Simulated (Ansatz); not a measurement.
A distorted cell of ZnSe (zinc blende):

```
ZnSe
1.0
    0.00000     2.90191     2.90191
    2.90191     0.00000     2.90191
    2.90191     2.90191     0.00000
Se Zn
1 1
Direct
  0.25000   0.25000   0.25000
  0.00000   0.00000   0.00000
```

The numbers are results of r2SCAN (plane waves to 500 eV, PAW, scalar-relativistic; Ansatz, a quantum-chemistry and plane-wave program), not measurements. k mesh 11×11×11 (Γ-centred), Fermi-Dirac smearing 0.05 eV. The energy includes the smearing's −TS. Compression counts positive. ZnSe was relaxed with its symmetry unable to fall.

**Question.** Give the stress tensor in GPa and the pressure.

**Answer.** 
```
  -4.03     0.00     0.00
   0.00    -4.03     0.00
   0.00     0.00    -4.03
```
The pressure, a third of the trace, is -4.03 GPa.

**Question.** It is the relaxed cell scaled evenly to V/V₀ = 1.075, atoms relaxed where free. What is its energy relative to the relaxed cell?

**Answer.** 22.9 meV/atom.

(A scan under strain: stresses follow from slopes of the energy per volume, elastic moduli from its curvatures.)
